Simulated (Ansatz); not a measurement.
AlGe4As, a known structure type with other elements, at an estimated volume

```xyz
6
Lattice="-2.8808 2.8808 3.9037 2.8808 -2.8808 3.9037 2.8808 2.8808 -3.9037" Properties=species:S:1:pos:R:3 pbc="T T T"
Al    0.0000    0.0000    0.0000
As    2.8808    0.0000    1.9519
Ge    1.3367    1.5614    0.9213
Ge   -1.3194    1.5441    2.9824
Ge    1.5441    1.3194    4.8250
Ge    4.2001    1.3367   -0.9213
```

Level: r2SCAN, no spin polarisation; 500 eV; 6×6×6 Γ-centred mesh; gaussian occupations (width 0.0181 eV); Ansatz 0.2.0, fixed geometry.

Task: Is the cell too large or too small?

Result: The pressure is 9.8 GPa (compression positive), so with the atoms held at these fractions the cell would first expand; the forces are large, so a full relaxation may end otherwise. The principal stresses 5.1, 12.2, 12.2 GPa differ, so its shape would change too.

Task: Is there a gap?

Result: It is a metal, with about 2.7 states/eV a cell as the mean within 0.25 eV of the Fermi level, mostly Ge p (71 %) and Al p (12 %).

Task: Is it stable against the elements?

Result: 0.85 eV an atom against the elements' usual phases (free molecules for gases, crystals otherwise, with no correction for O₂ or N₂), so at this geometry it isn't bound against them. Relaxing would lower it.

Task: Where is the largest force?

Result: The largest is on Ge3 (and as large on other atoms): 3.26 eV/Å, components (1.19, 2.85, 1.02). It makes 162° with the line to a nearest neighbour, Al1 at 2.25 Å, pointing away from it.

Task: Give the Bader charges.

Result: Bader charges in e: Al +1.90, Ge -0.34, As -0.55. In the mean Al gives up most and As takes most.

Origin: a known structure type with other elements, at an estimated volume, so it need not be a known compound. Caveats: atoms or cell far from equilibrium.
